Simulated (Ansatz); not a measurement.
Input file for Ansatz (a first-principles code):

Ansatz 0.2 input:
```yaml
crystal:
  lattice:
    - [2.9029452203, 0.0, 0.0]
    - [0.0, 2.9179093846, 0.0]
    - [0.0, 0.0, 8.0362868698]
  atoms:
    - { symbol: Al, position: [0.5, 0.5, 0.5] }
    - { symbol: Cr, position: [0.0, 0.0, 0.7029036179] }
    - { symbol: Cr, position: [0.0, 0.0, 0.2970963821] }
    - { symbol: Cr, position: [0.0, 0.5, 0.0] }
    - { symbol: B, position: [0.5, 0.0, 0.107741516] }
    - { symbol: B, position: [0.5, 0.0, 0.892258484] }
    - { symbol: B, position: [0.5, 0.5, 0.2232442502] }
    - { symbol: B, position: [0.5, 0.5, 0.7767557498] }
kpoints:
  mp_grid: { grid: [14, 14, 5] }
hamiltonian:
  xc: pbesol
  pseudopotentials: { kind: paw }
scf:
  occupations: { method: fermi_dirac, width: 0.1 }
phonons:
  method: dfpt
  response_accuracy: low
  eigenvectors: true
  rigid_motions: translations
```

Output (shortened):

```
zone centre: on kpoints.mp_grid the ground state, and the responses unless they are solved on pairs of k-points, stand on 192 of the mesh's 980 k-points, …
Pseudopotentials: kind: paw
Pseudopotential: Al, paw, valence charge 3
Pseudopotential: Cr, paw, valence charge 14
Pseudopotential: B, paw, valence charge 3
Functional definition: PBEsol
Crystal: 8 atoms, lattice volume = 68.072 Å³
Basis set: ecut = 420 eV, 1327 PW (Γ), exchange–correlation on 40×40×108 points (8 copies of the dense FFT grid, shifted against one another)
Bands: 37, of which v1, the nominal top of the filled ones, is band 29 counted from 1 (28 counted from 0)
Symmetry: 8 space group operations
k-points: 192 of 980 (irreducible under 4 space group operations, time reversal used)
PAW frozen core: Al, regenerated for the run's functional, and the local potential with it
PAW frozen core: Cr, regenerated for the run's functional, and the local potential with it
PAW frozen core: B, regenerated for the run's functional, and the local potential with it
Initial wavefunctions: pseudopotential atomic-orbital guess
Eigensolver: davidson
Functional: x = pbesol(κ = 0.804, μ = 0.12345679012345678), c = pbesol(β = 0.046)
SCF iter   1: F=—  HF=-11186.810975 eV  |F-HF|=—  |Δ(HF+E_count)|=         —  Δρ=9.94e-3  dr2=5.23e-2  ethr=1.77e-3  ⟨swp⟩=6.2  Hψ=29064  notcnv=0
all-band conjugate gradients solve this SCF's bands
preconditioner: auto → Kerker (q_TF=auto, 2.649 Å⁻¹)
SCF iter   2: F=—  HF=-11186.801317 eV  |F-HF|=—  |Δ(HF+E_count)|=   9.66e-3  Δρ=4.11e-3  dr2=1.29e-2  ethr=9.18e-5  ⟨swp⟩=2.5  Hψ=12966  notcnv=0
SCF iter   3: F=—  HF=-11186.799320 eV  |F-HF|=—  |Δ(HF+E_count)|=   2.00e-3  Δρ=1.17e-3  dr2=1.91e-3  ethr=2.27e-5  ⟨swp⟩=1.2  Hψ=7564  notcnv=0
SCF iter   4: F=—  HF=-11186.799024 eV  |F-HF|=—  |Δ(HF+E_count)|=   2.96e-4  Δρ=2.59e-4  dr2=1.27e-4  ethr=3.35e-6  ⟨swp⟩=2.3  Hψ=9303  notcnv=0
SCF iter   5: F=—  HF=-11186.799011 eV  |F-HF|=—  |Δ(HF+E_count)|=   1.30e-5  Δρ=6.06e-5  dr2=7.36e-6  ethr=2.23e-7  ⟨swp⟩=2.1  Hψ=8479  notcnv=0
SCF iter   6: F=—  HF=-11186.799014 eV  |F-HF|=—  |Δ(HF+E_count)|=   3.28e-6  Δρ=2.99e-5  dr2=2.03e-6  ethr=1.29e-8  ⟨swp⟩=2.2  Hψ=9600  notcnv=0
SCF iter   7: F=—  HF=-11186.799008 eV  |F-HF|=—  |Δ(HF+E_count)|=   6.32e-6  Δρ=5.32e-6  dr2=1.27e-8  ethr=3.55e-9  ⟨swp⟩=1.4  Hψ=7207  notcnv=0
SCF iter   8: F=—  HF=-11186.799008 eV  |F-HF|=—  |Δ(HF+E_count)|=   2.61e-9  Δρ=2.54e-6  dr2=4.85e-9  ethr=2.23e-11  ⟨swp⟩=2.0  Hψ=12829  notcnv=0
SCF iter  11: F=-11186.799008 eV  HF=-11186.799008 eV  |F-HF|=3.64e-12  |Δ(HF+E_count)|=  1.09e-11  Δρ=6.31e-8  dr2=3.52e-12  ethr=1.00e-12  ⟨swp⟩=4.4  Hψ=29732  notcnv=0
SCF 1 converged in 11 iterations: F = -11186.799008 eV  dr2 = 3.52e-12
DFPT response loops at Γ: preconditioner auto → Kerker (q_TF=auto, 2.649 Å⁻¹) (partly filled bands, converged f_vac=0.000) …
SCF converged after 11 iterations
Free energy (F): -11186.799008 eV
Harris-Foulkes:  -11186.799008 eV  (|F-HF|=3.64e-12)
Internal energy: -11186.674230 eV  (E = F + TS)
E sigma→0 (E₀):  -11186.736619 eV
Entropy (-TS):   -0.124778 eV (-15.597 meV/atom)
Fermi energy:    16.535828 eV
--- Per-component energies (eV) ---
  E_band       = -425.405563
  E_kinetic    = 1270.994157
  E_local      = -5060.487806  (includes V_loc(G=0)·N_el)
  E_nonlocal   = 296.957973
  E_hartree    = 2265.175103
  E_xc         = -593.420516
  E_vxc        = -727.762792  (∫ρ·V_xc dr)
  E_paw        = -4260.983297  (= ΣΔE_a)
  E_vpaw       = -735.458190  (= ΣTr[D̂ρ^β])
  E_aug_tail   = 0.000973  (compensation charges beyond the density's cutoff)
  E_ewald      = -5105.468798
  E_core_change = 0.557981  (= ΣΔE_core)
  E_smearing   = -0.124778  (= −TS)
  E_closure    = 0.000000  (closes the sum)
  Σ components = -11186.799008   (vs F -11186.799008, Δ=0.00e0)
  [band-id]    e_kinetic+e_local+e_nonlocal+2·e_hartree+e_vxc+e_vpaw+e_augmentation_tail = -425.405479   (vs E_band -425.405563, Δ=8.41e-5)
--- Band table (eV; the first three rows and the last of 192) ---
  k-point 0: bands = ["-55.5202", "-54.7849", "-54.7839", "-27.0417", "-27.0209", "-26.9243", "-26.2790", "-26.2737", "-26.2727", "-26.2619", "-26.2618", "-26.2388", "2.1069", "4.1926", "5.9347", "9.7281", "10.3359", "12.5777", "12.7008", "12.9205", "12.9666", "13.3375", "13.4678", "13.5350", "13.7753", "16.0475", "16.7520", "16.7955", "16.8197", "16.8831", "16.9973", "17.1976", "17.8251", "18.0357", "18.0892", "20.2026", "21.1427"]
  k-point 1: bands = ["-55.5202", "-54.7851", "-54.7837", "-27.0417", "-27.0211", "-26.9243", "-26.2752", "-26.2739", "-26.2725", "-26.2628", "-26.2609", "-26.2425", "2.1304", "4.0530", "6.2212", "8.9977", "11.0547", "12.5743", "12.7038", "12.9132", "12.9749", "13.2496", "13.3942", "13.5516", "13.7300", "16.0482", "16.6354", "16.7782", "16.8364", "16.8749", "17.1144", "17.2587", "18.0066", "18.0304", "18.0800", "20.0274", "20.6910"]
  k-point 2: bands = ["-55.5202", "-54.7853", "-54.7835", "-27.0417", "-27.0214", "-26.9243", "-26.2741", "-26.2722", "-26.2653", "-26.2633", "-26.2604", "-26.2522", "2.1716", "3.8639", "6.8014", "8.1619", "11.8997", "12.5691", "12.7084", "12.7553", "12.9020", "13.0014", "13.4708", "13.5781", "13.6216", "16.0494", "16.4896", "16.7621", "16.8513", "16.8648", "17.3143", "17.3900", "17.8401", "18.1684", "18.3701", "19.7164", "20.1236"]
  k-point 191: bands = ["-55.4919", "-54.7571", "-54.7557", "-27.1881", "-27.0587", "-26.9782", "-26.4257", "-26.4235", "-26.3910", "-26.3822", "-26.2418", "-26.2152", "5.9615", "7.1418", "7.2214", "8.4770", "10.4536", "10.9680", "11.2909", "11.3222", "11.3675", "11.5400", "12.5197", "13.3516", "13.4085", "15.9700", "16.0848", "16.1790", "17.1266", "17.5370", "17.7358", "17.7663", "17.9346", "18.6074", "19.5987", "20.0365", "20.2401"]
  band table: 37 of 37 bands, residual norms ≤ 1.0e-3 eV
--- Phonons (Γ-DFPT): 15 representative perturbations + reference, on 192 of 980 k-points (Σ response iterations 47) ---
  k mesh reduced under 4 symmetry operations, with k and −k counted as one. Each operation leaves every solved displacement unchanged or reverses it
  ASR residual: 1.502e-3 → 0.000e0 eV/Å²; symmetrization residual: 1.534e-5 eV/Å²
  ASR residual per site (eV/Å²): 1.61e-4 1.50e-3 1.50e-3 1.14e-3 2.88e-5 2.88e-5 1.01e-4 1.01e-4
  Γ frequencies (cm⁻¹): 0.00 0.00 0.00 175.07 203.06 213.27 235.33 266.67 295.59 297.87 303.20 373.31 495.49 501.40 529.99 537.03 537.12 576.99 580.63 635.56 735.83 919.07 927.52 936.22
  non-analytic LO–TO correction: not included (Born effective charges unavailable; polar crystals: no LO–TO splitting at Γ)
```

Cost: around 14 core-minutes (rough) on shared cores.

Space group Pmmm. The first step of the workflow began from a Materials Project structure, measured or hypothetical; the Crystallography Open Database files this formula in space group No. 47, but the cells were not matched. Its standing as an ambient phase is unchecked. The cell was relaxed with PBEsol under the symmetry of its start; its stability against distortions is not shown here. No spin polarisation was allowed. As this level gives no gap, phonon frequencies hold no LO–TO term and depend on the k-mesh and smearing (Fermi–Dirac, 0.1 eV here).

Potentials: the later of the program's two PAW sets.

Ansatz is a plane-wave DFT program.
